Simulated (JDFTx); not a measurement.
Part of a log of JDFTx (a modified build) for trimethylsulfonium, C3H9S (SMILES C[S+](C)C), charge +1, multiplicity 1 (PBE, GBRV ultrasoft potentials, plane waves to 20/100 Ha):

```
unit cell volume = 9227.71
Chosen fftbox size, S = [  108  100  84  ]
unit cell volume = 9227.71
Chosen fftbox size, S = [  96  96  80  ]
  'C' pseudopotential, 'SLA  PW   PBE  PBE' functional
  4 valence electrons, 2 orbitals, 4 projectors, 721 radial grid points, with lMax = 1
  'S' pseudopotential, 'SLA  PW   PBX  PBC' functional
  6 valence electrons, 2 orbitals, 6 projectors, 907 radial grid points, with lMax = 2
  'H' pseudopotential, 'SLA  PW   PBX  PBC' functional
  1 valence electrons, 1 orbitals, 2 projectors, 615 radial grid points, with lMax = 0
Initialized 3 species with 13 total atoms.
Folded 1 k-points by 1x1x1 to 1 k-points.
nElectrons:  26.000000   nBands: 13   nStates: 1
average nbasis = 39331.000 , ideal nbasis = 39421.501
Correction to mu due to finite nuclear width = -0.00290315
   Cavity determined by nc: 0.00037 and sigma: 0.6
   Effective cavity tension: 5.4e-06 Eh/bohr^2 to account for cavitation and dispersion.
[...]
	Linear fluid (dielectric constant: 78.4, screening length: 5.74355 Bohr) occupying 0.894957 of unit cell:	Completed after 30 iterations
[... later lines of the fluid solver are left out ...]
ElecMinimize: Iter:   0  Etot: -32.580563578963663  |grad|_K:  3.463e-05  alpha:  1.000e+00
ElecMinimize: Iter:   1  Etot: -32.581199298960470  |grad|_K:  1.456e-05  alpha:  1.036e+00  linmin: -1.962e-04
[... lines cut ...]
ElecMinimize: 	Step failed: resetting search direction.
ElecMinimize: Iter:   8  Etot: -32.581354083932993  |grad|_K:  2.252e-07  alpha:  3.134e-04
ElecMinimize: Iter:   9  Etot: -32.581354093519451  |grad|_K:  1.400e-07  alpha:  4.846e-01  linmin:  3.120e-01
ElecMinimize: Iter:  10  Etot: -32.581354101620107  |grad|_K:  1.393e-07  alpha:  1.039e+00  linmin:  2.779e-04
ElecMinimize: Converged (|Delta Etot|<1.000000e-07 for 2 iters).

# Energy components:
   A_diel =       -0.0175196602150013
   Eewald =       31.4227577044671627
       EH =       53.5292597807978368
     Eloc =     -128.4788006069483686
      Enl =        3.8526203807265880
      Exc =      -12.6455093370456151
 Exc_core =        1.8687549358055986
       KE =       17.8841795526413598
  MuShift =        0.0029031481503241
-------------------------------------
     Etot =      -32.5813541016201071


	eMin: -0.814243 at state 0 ( [ +0.000000 +0.000000 +0.000000 ] spin 0 )
	HOMO: -0.301210 at state 0 ( [ +0.000000 +0.000000 +0.000000 ] spin 0 )
```

### Question
Which solvation model was used?
A. SCCS (g03 parameters)
B. SCCS (cation parameters)
C. linear PCM (GLSSA13)
D. SCCS (g09 parameters)

### Answer
C, linear PCM (GLSSA13). The liquid was water (dielectric constant 78.4), 1 M NaF.
